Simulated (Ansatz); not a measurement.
The following input was run with Ansatz 0.2.0.

```yaml
crystal:
  lattice:
    - [3.0666049652, 0.0, 0.0]
    - [-1.5333024826, 2.6557578032, 0.0]
    - [0.0, 0.0, 15.11715007]
  atoms:
    - { symbol: Ti, position: [0.33333333, 0.66666667, 0.84387771] }
    - { symbol: Ti, position: [0.66666667, 0.33333333, 0.34387771] }
    - { symbol: Ti, position: [0.66666667, 0.33333333, 0.15612229] }
    - { symbol: Ti, position: [0.33333333, 0.66666667, 0.65612229] }
    - { symbol: Ti, position: [0.0, 0.0, 0.0] }
    - { symbol: Ti, position: [0.0, 0.0, 0.5] }
    - { symbol: C, position: [0.66666667, 0.33333333, 0.91410376] }
    - { symbol: C, position: [0.33333333, 0.66666667, 0.41410376] }
    - { symbol: C, position: [0.66666667, 0.33333333, 0.58589624] }
    - { symbol: C, position: [0.33333333, 0.66666667, 0.08589624] }
basis:
  ecutwfc: 500
kpoints:
  mp_grid: { grid: [12, 12, 4] }
hamiltonian:
  xc: r2scan
scf:
  occupations: { method: gaussian, width: 0.1 }
output:
  forces: true
  stress: true
  eigenvalues: true
relax:
  adjacent_minimum: "off"
  f_tol: 0.01
  max_steps: 40
```

Launched with
```bash
ansatz run input.yaml --threads 2 --pin off --max-ram 5120MiB --backend cpu --events-out ev --progress --plain --runs-dir out
```

Theory: Ansatz 0.2.0, DFT r2SCAN, scalar-relativistic, plane waves, PAW.

Part of what the program printed, abridged:

```
Warning: output.stress: scf.convergence.dr2_threshold = 1e-7 eV (the SCF's general default) is looser than the 1e-9 eV advised for a printed stress (1e-10 eV for each atom of the cell: 10). ...
Pseudopotentials: kind: paw
Pseudopotential: Ti, paw, valence charge 12, recommended cutoff 500 eV (meta_gga)
Pseudopotential: C, paw, valence charge 4, recommended cutoff 500 eV (meta_gga)
Functional definition: r2SCAN
Crystal: 10 atoms, lattice volume = 123.116 Å³
Basis set: ecut = 500 eV, 3175 PW (Γ), exchange–correlation on 96×96×480 points (64 copies of the dense FFT grid, shifted against one another)
Bands: 54, of which v1, the nominal top of the filled ones, is band 44 counted from 1 (43 counted from 0)
Symmetry: 24 space group operations
Space group: P63/mmc (ITA 194), of the structure as read, at distance tolerance 5.0e-5 Å
k-points: 57 of 576
Initial density: superposition of atomic densities (neutral atoms: chi_scale 0, normalization atom), corrected by the library's trained network
Initial wavefunctions: pseudopotential atomic-orbital guess
Functional: x = r2scan, c = r2scan; τ floored in thin density (d = 2e-4 eV/Å³)
SCF iter   1: F=—  HF=-16040.917091 eV  |F-HF|=—  |Δ(HF+E_count)|=         —  Δρ=1.73e-2  dr2=3.88e-1  dr2_τ=6.37e-1  ethr=1.77e-3  ⟨swp⟩=5.2  Hψ=12116  notcnv=0
SCF iter   2: F=—  HF=-16041.127835 eV  |F-HF|=—  |Δ(HF+E_count)|=   2.11e-1  Δρ=6.29e-3  dr2=3.76e-2  dr2_τ=6.54e-3  ethr=4.41e-4  ⟨swp⟩=3.1  Hψ=6495  notcnv=0  defer=189
SCF iter   3: F=—  HF=-16041.136264 eV  |F-HF|=—  |Δ(HF+E_count)|=   8.43e-3  Δρ=3.64e-3  dr2=1.26e-2  dr2_τ=6.73e-4  ethr=4.27e-5  ⟨swp⟩=2.0  Hψ=3578  notcnv=0  defer=189
SCF iter   4: F=—  HF=-16041.142326 eV  |F-HF|=—  |Δ(HF+E_count)|=   6.06e-3  Δρ=2.20e-3  dr2=1.28e-2  dr2_τ=6.35e-4  ethr=1.44e-5  ⟨swp⟩=2.2  Hψ=4614  notcnv=0  defer=189
SCF iter   5: F=—  HF=-16041.141592 eV  |F-HF|=—  |Δ(HF+E_count)|=   7.34e-4  Δρ=5.92e-4  dr2=5.38e-4  dr2_τ=1.75e-5  ethr=1.44e-5  ⟨swp⟩=2.0  Hψ=3516  notcnv=0  defer=189
SCF iter   6: F=—  HF=-16041.141565 eV  |F-HF|=—  |Δ(HF+E_count)|=   2.71e-5  Δρ=2.23e-4  dr2=1.52e-4  dr2_τ=1.05e-5  ethr=6.11e-7  ⟨swp⟩=2.0  Hψ=4211  notcnv=0  defer=189
SCF iter   7: F=—  HF=-16041.141560 eV  |F-HF|=—  |Δ(HF+E_count)|=   4.89e-6  Δρ=9.54e-5  dr2=3.32e-5  dr2_τ=5.01e-7  ethr=1.73e-7  ⟨swp⟩=2.0  Hψ=3351  notcnv=0  defer=189
SCF iter   8: F=-16041.141558 eV  HF=-16041.141559 eV  |F-HF|=1.57e-6  |Δ(HF+E_count)|=   1.00e-6  Δρ=2.07e-5  dr2=1.95e-6  dr2_τ=3.59e-8  ethr=2.84e-9  ⟨swp⟩=9.3  Hψ=13219  notcnv=0
SCF 1 converged in 8 iterations: F = -16041.141558 eV  dr2 = 1.95e-6
relax step   1: F+E_penalty+E_count = -16041.14155770 eV  Δ(F+E_penalty+E_count) = +0.000e0 eV  max|allowed force component| = 1.012e-1 eV/Å  Δτ_max = 0.0000 Å  (8 SCF iters, dr2 threshold 2.50e-6 eV, accepted)
Initial density: handed on by an earlier stage of this run
Initial wavefunctions: those handed on with the density
SCF iter   1: F=—  HF=-16041.134474 eV  |F-HF|=—  |Δ(HF+E_count)|=         —  Δρ=1.51e-3  dr2=1.23e-2  dr2_τ=1.80e-2  ethr=1.84e-5  ⟨swp⟩=1.9  Hψ=7909  notcnv=0  defer=75
SCF iter   2: F=—  HF=-16041.142753 eV  |F-HF|=—  |Δ(HF+E_count)|=   8.28e-3  Δρ=8.00e-4  dr2=1.86e-3  dr2_τ=9.19e-5  ethr=1.40e-5  ⟨swp⟩=2.1  Hψ=3527  notcnv=0  defer=75
SCF iter   3: F=—  HF=-16041.142600 eV  |F-HF|=—  |Δ(HF+E_count)|=   1.53e-4  Δρ=3.92e-4  dr2=1.31e-3  dr2_τ=2.38e-5  ethr=2.11e-6  ⟨swp⟩=2.0  Hψ=3737  notcnv=0  defer=75
SCF iter   4: F=—  HF=-16041.142483 eV  |F-HF|=—  |Δ(HF+E_count)|=   1.17e-4  Δρ=1.70e-4  dr2=1.21e-4  dr2_τ=1.79e-6  ethr=1.48e-6  ⟨swp⟩=2.0  Hψ=3256  notcnv=0  defer=75
SCF iter   5: F=—  HF=-16041.142392 eV  |F-HF|=—  |Δ(HF+E_count)|=   9.03e-5  Δρ=8.64e-5  dr2=4.26e-5  dr2_τ=1.05e-6  ethr=1.37e-7  ⟨swp⟩=2.0  Hψ=3756  notcnv=0  defer=75
SCF iter   6: F=—  HF=-16041.142389 eV  |F-HF|=—  |Δ(HF+E_count)|=   3.57e-6  Δρ=5.18e-5  dr2=4.03e-6  dr2_τ=2.70e-7  ethr=4.84e-8  ⟨swp⟩=2.0  Hψ=3799  notcnv=0  defer=75
SCF iter   7: F=-16041.142388 eV  HF=-16041.142388 eV  |F-HF|=1.52e-7  |Δ(HF+E_count)|=   3.17e-7  Δρ=1.36e-5  dr2=3.04e-7  dr2_τ=1.70e-8  ethr=7.27e-10  ⟨swp⟩=7.9  Hψ=12801  notcnv=0
SCF 2 converged in 7 iterations: F = -16041.142388 eV  dr2 = 3.04e-7
relax step   2: F+E_penalty+E_count = -16041.14238818 eV  Δ(F+E_penalty+E_count) = -8.305e-4 eV  max|allowed force component| = 3.198e-2 eV/Å  Δτ_max = 0.0084 Å  (7 SCF iters, dr2 threshold 6.40e-7 eV, accepted)
SCF iter   1: F=—  HF=-16041.142014 eV  |F-HF|=—  |Δ(HF+E_count)|=         —  Δρ=5.37e-4  dr2=1.55e-3  dr2_τ=1.79e-3  ethr=1.77e-5  ⟨swp⟩=2.0  Hψ=4392  notcnv=0
SCF iter   2: F=—  HF=-16041.142780 eV  |F-HF|=—  |Δ(HF+E_count)|=   7.66e-4  Δρ=2.63e-4  dr2=1.38e-4  dr2_τ=1.49e-5  ethr=1.76e-6  ⟨swp⟩=2.0  Hψ=4198  notcnv=0
SCF iter   3: F=—  HF=-16041.142768 eV  |F-HF|=—  |Δ(HF+E_count)|=   1.12e-5  Δρ=1.26e-4  dr2=1.26e-4  dr2_τ=1.23e-6  ethr=1.57e-7  ⟨swp⟩=2.1  Hψ=3743  notcnv=0
SCF iter   4: F=—  HF=-16041.142753 eV  |F-HF|=—  |Δ(HF+E_count)|=   1.51e-5  Δρ=4.68e-5  dr2=6.02e-6  dr2_τ=2.38e-7  ethr=1.44e-7  ⟨swp⟩=2.0  Hψ=3398  notcnv=0
SCF iter   5: F=—  HF=-16041.142669 eV  |F-HF|=—  |Δ(HF+E_count)|=   8.43e-5  Δρ=2.27e-5  dr2=2.68e-6  dr2_τ=7.47e-8  ethr=6.84e-9  ⟨swp⟩=2.0  Hψ=3781  notcnv=0
SCF iter   6: F=—  HF=-16041.142669 eV  |F-HF|=—  |Δ(HF+E_count)|=   2.48e-7  Δρ=9.24e-6  dr2=1.69e-7  dr2_τ=7.43e-9  ethr=3.05e-9  ⟨swp⟩=2.0  Hψ=3420  notcnv=0
SCF iter   7: F=-16041.142669 eV  HF=-16041.142669 eV  |F-HF|=7.38e-9  |Δ(HF+E_count)|=   7.13e-9  Δρ=3.41e-6  dr2=1.68e-8  dr2_τ=9.01e-10  ethr=1.14e-10  ⟨swp⟩=7.8  Hψ=10867  notcnv=0
SCF 3 converged in 7 iterations: F = -16041.142669 eV  dr2 = 1.68e-8
relax step   3: F+E_penalty+E_count = -16041.14266876 eV  Δ(F+E_penalty+E_count) = -2.806e-4 eV  max|allowed force component| = 1.577e-2 eV/Å  Δτ_max = 0.0026 Å  (7 SCF iters, accepted)
SCF iter   1: F=—  HF=-16041.142770 eV  |F-HF|=—  |Δ(HF+E_count)|=         —  Δρ=8.65e-5  dr2=1.52e-5  dr2_τ=2.23e-5  ethr=1.15e-6  ⟨swp⟩=2.0  Hψ=4513  notcnv=0
SCF iter   2: F=—  HF=-16041.142696 eV  |F-HF|=—  |Δ(HF+E_count)|=   7.37e-5  Δρ=5.28e-5  dr2=3.63e-6  dr2_τ=1.72e-7  ethr=1.73e-8  ⟨swp⟩=2.0  Hψ=4576  notcnv=0
SCF iter   3: F=—  HF=-16041.142696 eV  |F-HF|=—  |Δ(HF+E_count)|=   5.93e-7  Δρ=2.69e-5  dr2=1.41e-6  dr2_τ=3.11e-8  ethr=4.12e-9  ⟨swp⟩=2.0  Hψ=3989  notcnv=0
SCF iter   4: F=—  HF=-16041.142696 eV  |F-HF|=—  |Δ(HF+E_count)|=   2.21e-7  Δρ=6.19e-6  dr2=1.04e-7  dr2_τ=2.62e-9  ethr=1.61e-9  ⟨swp⟩=2.0  Hψ=4033  notcnv=0
SCF iter   5: F=-16041.142695 eV  HF=-16041.142696 eV  |F-HF|=2.95e-8  |Δ(HF+E_count)|=   2.86e-9  Δρ=3.66e-6  dr2=3.79e-8  dr2_τ=1.90e-9  ethr=1.14e-10  ⟨swp⟩=6.8  Hψ=10189  notcnv=0
SCF 4 converged in 5 iterations: F = -16041.142695 eV  dr2 = 3.79e-8
relax step   4: F+E_penalty+E_count = -16041.14269548 eV  Δ(F+E_penalty+E_count) = -2.672e-5 eV  max|allowed force component| = 1.130e-4 eV/Å  Δτ_max = 0.0008 Å  (5 SCF iters, accepted)
SCF iter   1: F=—  HF=-16041.142696 eV  |F-HF|=—  |Δ(HF+E_count)|=         —  Δρ=3.66e-6  dr2=3.79e-8  dr2_τ=1.91e-9  ethr=4.29e-11  ⟨swp⟩=1.0  Hψ=8925  notcnv=0
SCF iter   2: F=-16041.142695 eV  HF=-16041.142696 eV  |F-HF|=6.37e-9  |Δ(HF+E_count)|=   3.28e-9  Δρ=1.60e-6  dr2=1.01e-8  dr2_τ=3.63e-10  ethr=4.29e-11  ⟨swp⟩=4.2  Hψ=8781  notcnv=0
SCF 5 converged in 2 iterations: F = -16041.142695 eV  dr2 = 1.01e-8
SCF converged after 2 iterations
Free energy (F): -16041.142695 eV
Harris-Foulkes:  -16041.142696 eV  (|F-HF|=6.37e-9)
Internal energy: -16041.130936 eV  (E = F + TS)
E sigma→0 (E₀):  -16041.136816 eV
Entropy (-TS):   -0.011760 eV (-1.176 meV/atom)
Fermi energy:    13.721775 eV
--- Per-component energies (eV) ---
  E_band       = -941.311635
  E_kinetic    = 2000.332130
  E_local      = -5734.719142  (includes V_loc(G=0)·N_el)
  E_nonlocal   = 140.919953
  E_hartree    = 2376.827676
  E_xc         = -755.018460
  E_vxc        = -1068.980608  (∫ρ·V_xc dr)
  E_paw        = -6739.578933  (= ΣΔE_a)
  E_vpaw       = -1101.037987  (= ΣTr[D̂ρ^β])
  E_aug_tail   = 0.000566  (compensation charges beyond the density's cutoff)
  E_vtau       = 68.522112  (kinetic-family band-sum trace: ∫τ·v_τ [+ j·A + Jᵃ·Aᵃ] dr)
  E_ewald      = -7328.274888
  E_core_change = -1.619838  (= ΣΔE_core)
  E_smearing   = -0.011760  (= −TS)
--- Forces (eV/Å), atoms counted from 1 ---
  atom   1  Ti     0.00000000     0.00000000     0.00008167
  atom   2  Ti     0.00000000     0.00000000     0.00008167
  atom   3  Ti     0.00000000     0.00000000    -0.00008167
  atom   4  Ti     0.00000000     0.00000000    -0.00008167
  atom   5  Ti     0.00000000     0.00000000     0.00000000
  atom   6  Ti     0.00000000     0.00000000     0.00000000
  atom   7  C      0.00000000     0.00000000    -0.00007194
  atom   8  C      0.00000000     0.00000000    -0.00007194
  atom   9  C      0.00000000     0.00000000     0.00007194
  atom  10  C      0.00000000     0.00000000     0.00007194
--- Stress (GPa, compression-positive) ---
       -0.393058       0.000000       0.000000
        0.000000      -0.393058       0.000000
        0.000000       0.000000      -0.008831
  P = ⅓ Tr σ = -0.2650 GPa (-2.650 kbar)
--- Band table (eV; the first three rows and the last of 57) ---
  k-point 0: bands = ["-45.7591", "-45.7493", "-45.7347", "-45.7232", "-45.5719", "-45.5703", "-21.3210", "-21.1885", "-21.1798", "-20.9752", "-20.7563", "-20.7512", "-20.7512", "-20.7465", "-20.7465", "-20.7326", "-20.7326", "-20.7272", "-20.7272", "-20.6839", "-20.5863", "-20.5863", "-20.5856", "-20.5856", "0.6644", "0.7387", "2.1090", "2.2444", "7.3618", "7.8079", "9.5756", "10.3825", "10.3825", "10.4245", "10.4245", "10.6215", "11.2980", "11.5633", "11.5633", "11.6561", "11.6561", "11.8478", "14.0021", "14.1219", "14.1219", "14.2591", "14.2591", "14.2753", "15.0492", "15.0492", "15.0750", "15.0750", "15.3079", "15.3079"]
  k-point 1: bands = ["-45.7581", "-45.7515", "-45.7322", "-45.7245", "-45.5717", "-45.5705", "-21.3116", "-21.2407", "-21.1195", "-20.9989", "-20.7506", "-20.7506", "-20.7473", "-20.7473", "-20.7419", "-20.7316", "-20.7316", "-20.7279", "-20.7279", "-20.6920", "-20.5862", "-20.5862", "-20.5857", "-20.5857", "0.6746", "0.7271", "2.1294", "2.2251", "7.4158", "7.7265", "9.7110", "10.3884", "10.3884", "10.4100", "10.4181", "10.4181", "11.4498", "11.5770", "11.5770", "11.6426", "11.6426", "11.8024", "14.0397", "14.1386", "14.1386", "14.2330", "14.2344", "14.2344", "15.0824", "15.0824", "15.0906", "15.0906", "15.3058", "15.3058"]
  k-point 2: bands = ["-45.7553", "-45.7553", "-45.7279", "-45.7279", "-45.5711", "-45.5711", "-21.2842", "-21.2842", "-21.0540", "-21.0540", "-20.7491", "-20.7491", "-20.7491", "-20.7491", "-20.7296", "-20.7296", "-20.7296", "-20.7296", "-20.7142", "-20.7142", "-20.5860", "-20.5860", "-20.5860", "-20.5860", "0.7001", "0.7001", "2.1777", "2.1777", "7.5584", "7.5584", "10.0362", "10.0362", "10.4029", "10.4029", "10.4029", "10.4029", "11.6099", "11.6099", "11.6099", "11.6099", "11.6646", "11.6646", "14.1339", "14.1339", "14.1827", "14.1827", "14.1827", "14.1827", "15.1132", "15.1132", "15.1132", "15.1132", "15.3521", "15.3521"]
  k-point 56: bands = ["-45.6940", "-45.6940", "-45.6690", "-45.6690", "-45.5272", "-45.5272", "-21.1482", "-21.1482", "-21.0633", "-21.0633", "-21.0628", "-21.0628", "-21.0215", "-21.0215", "-20.9735", "-20.9735", "-20.9647", "-20.9647", "-20.7937", "-20.7937", "-20.7599", "-20.7599", "-20.7207", "-20.7207", "2.9554", "2.9554", "2.9627", "2.9627", "8.6650", "8.6650", "9.4231", "9.4231", "9.5517", "9.5517", "9.7941", "9.7941", "10.4628", "10.4628", "10.6621", "10.6621", "12.5954", "12.5954", "13.1625", "13.1625", "14.2257", "14.2257", "14.4641", "14.4641", "15.0125", "15.0125", "15.9472", "15.9472", "16.3271", "16.3271"]
--- Relaxed structure (4 steps of the walk, 4 accepted, 0 SCFs on fresh bases) ---
  F+E_penalty+E_count = -16041.14269548 eV   max|allowed force component| = 1.130e-4 eV/Å
  atoms:
    - { symbol: Ti, position: [0.33333333, 0.66666666, 0.84426265] }
    - { symbol: Ti, position: [0.66666666, 0.33333333, 0.34426265] }
    - { symbol: Ti, position: [0.66666666, 0.33333333, 0.15573734] }
    - { symbol: Ti, position: [0.33333333, 0.66666666, 0.65573734] }
    - { symbol: Ti, position: [0.0, 0.0, 0.0] }
    - { symbol: Ti, position: [0.0, 0.0, 0.50000000] }
    - { symbol: C, position: [0.66666666, 0.33333333, 0.91416138] }
    - { symbol: C, position: [0.33333333, 0.66666666, 0.41416138] }
    - { symbol: C, position: [0.66666666, 0.33333333, 0.58583861] }
    - { symbol: C, position: [0.33333333, 0.66666666, 0.08583861] }
```

The relaxation met its thresholds.

The run took 86 s on 2 threads of Arm Neoverse V2 (shared host), peak memory 0.9 GiB.